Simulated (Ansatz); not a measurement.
Values for one crystal, relaxed and computed with the program Ansatz at the LDA level (PAW); other levels are named.

```yaml
volume_per_atom: 28.83 Å³
electronic_character: metallic (no gap)
Formation energy from the elements (no fitted shifts): -24 kJ/mol of atoms
Density of states at the Fermi level: 0.22 states/eV per atom (mean over ±0.08 eV)
```

### Question
Pick the material that matches.
A) Te2Mo, P2_1/m (Pearson symbol mP12)
B) InGaAs2, P-4m2 (In on 1d, Ga on 1b, As on 2g)
C) Te2W, Pmn2_1 (Pearson symbol oP12)
D) In2Te3, R-3m (In on 6c, Te on 6c, Te on 3a)

### Answer
D, In2Te3, R-3m (In on 6c, Te on 6c, Te on 3a)

The first step of the workflow began from a Materials Project structure, measured or hypothetical; the Crystallography Open Database copy checked does not list it. COD files the formula under space group No. 216. Whether it is the stable phase at ambient conditions was not checked. The LDA relaxation kept the symmetry of its start; whether a distortion lowers the energy is not shown. A crystal of weakly bound layers computed without a dispersion correction: the cell and the soft elastic constants depend strongly on that. The references are the lowest solids computed at this level, not always the standard phases. Spin–orbit coupling is left out wherever it is not named.

Potentials: the later of the program's two PAW sets.
